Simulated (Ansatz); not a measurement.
La2Ga7Au in space group P4mm (No. 99; Pearson symbol tP10), PBE in the plane-wave PAW code Ansatz, all energies at zero smearing, with the estimated change up to a 700 eV cutoff added, with one set of potentials and settings (totals compare only within such a set). Cell of 10 atoms (2 La, 7 Ga, 1 Au): -52136.546 eV.

| element | reference phase | E (eV/atom) |
|---|---|---|
| La | P6_3/mmc, 4 atoms in the cell | -6250.0953 |
| Ga | Cmce, 4 atoms in the cell | -3783.0209 |
| Au | Fm-3m, 1 atoms in the cell | -13149.3277 |

Formation energy per atom, worked out: (-52136.546 − 2×(-6250.0953) − 7×(-3783.0209) − 1×(-13149.3277))/10 = -0.588 eV/atom (-57 kJ per mol of atoms), at 0 K, without zero-point energy or fitted corrections.

The first step of the workflow began from a Materials Project structure, measured or hypothetical; the Crystallography Open Database copy checked does not list it. With Ga and Au taken as one species the cell has the higher symmetry I4/mmm, so it may be an ordered model of a mixed-site phase. Whether it is the stable phase at ambient conditions was not checked. The PBE relaxation kept the symmetry of its start; whether a distortion lowers the energy is not shown. The references are the lowest solids computed at this level, not always the standard phases. Scalar-relativistic: spin–orbit coupling is off unless named, which matters more the heavier the elements.

Potentials: the later of the program's two PAW sets.
